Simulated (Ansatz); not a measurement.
The guess for LiC2 was made by a generator: 4-, 6-connected net, elements by coordination (Cmmm, No. 65). The dimensions are guesses.

```
Li C
1.0
     2.07490   -4.42533    0.00000
     2.07490    4.42533    0.00000
     0.00000    0.00000    2.94911
Li C
2 4
Direct
  0.00000 0.50000 0.00000
  0.50000 0.00000 0.00000
  0.10192 0.32163 0.50000
  0.89808 0.67837 0.50000
  0.32163 0.10192 0.50000
  0.67837 0.89808 0.50000
```

All numbers below come from DFT PBE, scalar-relativistic, plane waves, PAW (Ansatz). Cutoff 420 eV, Gaussian smearing, Γ-centred meshes. Cell and atoms relax first on a coarse mesh and then on a finer one. In between, the cell is made exact in the group found at 0.06 Å. In metals the finer mesh still leaves noise of several meV/atom or more. The steps can't lower the symmetry of their start. No spin polarisation in the relaxation; trial moments died out in a coarse test.

A guess keeps its type if space group and coordination stay and the shape of the cell changes little (axis ratios within about 15 %, angles within 6°); the volume may change.

Q: Does it keep its structure type, or change into something else?

A: It doesn't keep its type. The symmetry stays Cmmm (No. 65). The volume per atom grows by 54.2 %, from 9.0 to 13.9 Å³. The shortest distance goes from 1.76 Å (C–C) to 1.45 Å (C–C). Counting neighbours within 15 % of an atom's shortest distance, the start has C 4, Li 6 and the end C 2, Li 4. In detail, at the end around Li lie 4 C at 2.22 Å and 2 Li at 2.63 Å; around C lie 2 C at 1.45–1.46 Å, 1 C at 2.05 Å and 2 Li at 2.22 Å.

```
CELL_PARAMETERS angstrom
3.94309 -4.03163 0.00000
3.94309 4.03163 0.00000
0.00000 0.00000 2.62632
ATOMIC_POSITIONS crystal
Li 0.00000 0.50000 0.00000
Li 0.50000 0.00000 0.00000
C 0.00247 0.18220 0.50000
C 0.99753 0.81780 0.50000
C 0.18220 0.00247 0.50000
C 0.81780 0.99753 0.50000
```

The last run used an 8×8×14 mesh (in the run's order of axes) for its 6-atom cell and Gaussian smearing of 0.10 eV. Symmetry constrained the relaxation, so the result can be a saddle point.
